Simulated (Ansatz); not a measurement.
ScOF:
```xyz
6
Lattice="3.5922 0.0000 0.0000 0.0000 3.5922 0.0000 0.0000 0.0000 5.1137" Properties=species:S:1:pos:R:3 pbc="T T T"
Sc     1.7961     0.0000     3.6170
Sc     0.0000     1.7961     1.4968
O      0.0000     0.0000     2.5569
O      1.7961     1.7961     2.5569
F      1.7961     1.7961     0.0000
F      0.0000     0.0000     0.0000
```

Relaxed with r²SCAN. Special points in fractions of this cell's reciprocal vectors: Γ (0.000, 0.000, 0.000); X (0.000, 0.500, 0.000); M (0.500, 0.500, 0.000); Z (0.000, 0.000, 0.500); R (0.000, 0.500, 0.500); A (0.500, 0.500, 0.500).

Problem. List the band energies nearest the valence-band maximum at these points for DFT-r²SCAN in the program Ansatz with PAW potentials.

Solution. In eV from the valence-band maximum; about four levels below and three above (degenerate sets whole), none deeper than 8.9 eV; points with the same levels are listed once.

| k | below | above |
|---|---|---|
| Γ | -1.49 -0.76 -0.23 -0.23 | 4.92 5.20 5.66 |
| X | -1.96 -1.96 -0.75 -0.75 | 5.17 5.17 5.72 5.72 |
| M | -0.71 -0.71 -0.22 -0.22 | 5.04 5.04 5.91 5.91 |
| Z | -2.36 -2.36 -2.15 -0.12 -0.12 | 5.06 5.15 5.78 |
| R | -2.00 -2.00 -1.32 -1.32 | 5.39 5.39 5.52 5.52 |
| A | -1.19 -1.19 -0.27 -0.27 | 5.21 5.21 5.85 5.85 |

Space group P4/nmm. The first step of the workflow began from a Materials Project structure, measured or hypothetical; the Crystallography Open Database copy checked does not list it. Whether it is the stable phase at ambient conditions was not checked. Symmetry was held in the r²SCAN relaxation; its stability against distortions is not shown here. The run is not spin-polarised.

Potentials: the later of the program's two PAW sets.
